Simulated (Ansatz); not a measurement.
**Structure relaxation, TiSi₂**

The start is a generated trial cell of TiSi2 in the C54 structure type. The structure is fully relaxed (lattice and positions, P = 0) with r2SCAN (plane waves to 500 eV, PAW, scalar-relativistic; Ansatz, a first-principles code). First-step values are on the input's coarse k-mesh.

Ansatz input (later rounds restart from its end on a renewed k-mesh):
Ansatz 0.2 input:
```yaml
crystal:
  lattice:
    - [0, 4.13355, 4.27525]
    - [2.4, 0, 4.27525]
    - [2.4, 4.13355, 0]
  atoms:
    - { symbol: Si, position: [0.6635, 0.3365, 0.6635] }
    - { symbol: Si, position: [0.3365, 0.6635, 0.3365] }
    - { symbol: Si, position: [0.5865, 0.9135, 0.5865] }
    - { symbol: Si, position: [0.9135, 0.5865, 0.9135] }
    - { symbol: Ti, position: [0, 0, 0] }
    - { symbol: Ti, position: [0.25, 0.25, 0.25] }
basis: { ecutwfc: 500, ecutrho_ratio: 4, xc_grid: 4, fft_grid_basis: typed }
kpoints: { mp_grid: { grid: [6, 6, 6] } }
hamiltonian:
  xc: r2scan
  dispersion: none
  pseudopotentials: { kind: paw }
scf: { occupations: { method: fermi_dirac, width: 0.05 } }
relax: { f_tol: 0.01, max_steps: 100, cell: { stress_tol: 0.02 } }
output: { forces: true, stress: true }
```

### Question
By how much does the energy per atom fall from start to end?

### Answer
Under 0.01 eV/atom.

### Question
How does the volume per atom move from start to end?

### Answer
-1.2 %, from 14.14 to 13.96 Å³/atom.

### Question
Write out the relaxed structure.

### Answer

```cif
data_Si16Ti8
_chemical_formula_sum 'Si16 Ti8'
_space_group_name_H-M_alt 'Fddd :1'
_space_group_IT_number 70
_space_group_name_Hall 'F 2 2 -1d'
_cell_length_a 4.77895
_cell_length_b 8.22968
_cell_length_c 8.52066
_cell_angle_alpha 90.000
_cell_angle_beta 90.000
_cell_angle_gamma 90.000
loop_
_space_group_symop_operation_xyz
  'x, y, z'
  '-x, -y, z'
  'x, -y, -z'
  '-x, y, -z'
  '-x+1/4, -y+1/4, -z+1/4'
  'x+1/4, y+1/4, -z+1/4'
  '-x+1/4, y+1/4, z+1/4'
  'x+1/4, -y+1/4, z+1/4'
  'x, y+1/2, z+1/2'
  '-x, -y+1/2, z+1/2'
  'x, -y+1/2, -z+1/2'
  '-x, y+1/2, -z+1/2'
  '-x+1/4, -y+3/4, -z+3/4'
  'x+1/4, y+3/4, -z+3/4'
  '-x+1/4, y+3/4, z+3/4'
  'x+1/4, -y+3/4, z+3/4'
  'x+1/2, y, z+1/2'
  '-x+1/2, -y, z+1/2'
  'x+1/2, -y, -z+1/2'
  '-x+1/2, y, -z+1/2'
  '-x+3/4, -y+1/4, -z+3/4'
  'x+3/4, y+1/4, -z+3/4'
  '-x+3/4, y+1/4, z+3/4'
  'x+3/4, -y+1/4, z+3/4'
  'x+1/2, y+1/2, z'
  '-x+1/2, -y+1/2, z'
  'x+1/2, -y+1/2, -z'
  '-x+1/2, y+1/2, -z'
  '-x+3/4, -y+3/4, -z+1/4'
  'x+3/4, y+3/4, -z+1/4'
  '-x+3/4, y+3/4, z+1/4'
  'x+3/4, -y+3/4, z+1/4'
loop_
_atom_site_label
_atom_site_type_symbol
_atom_site_symmetry_multiplicity
_atom_site_Wyckoff_symbol
_atom_site_fract_x
_atom_site_fract_y
_atom_site_fract_z
_atom_site_occupancy
Si1 Si 16 f 0.00000 0.33747 0.00000 1
Ti1 Ti 8 a 0.00000 0.00000 0.00000 1
```
(The calculation used a cell of 6 atoms; values per cell refer to that cell.)

The space group stays Fddd (No. 70) (the run could not lower it); the end is AFLOW prototype A2B_oF24_70_e_a (C54, as in TiSi2), with 6 atoms in the primitive cell. Final values are on a 13×13×13 k-mesh of the relaxed cell. No spin polarisation in the result.

The run could not lose the symmetry of its start; a randomly shaken copy of 12 atoms returns to this structure.
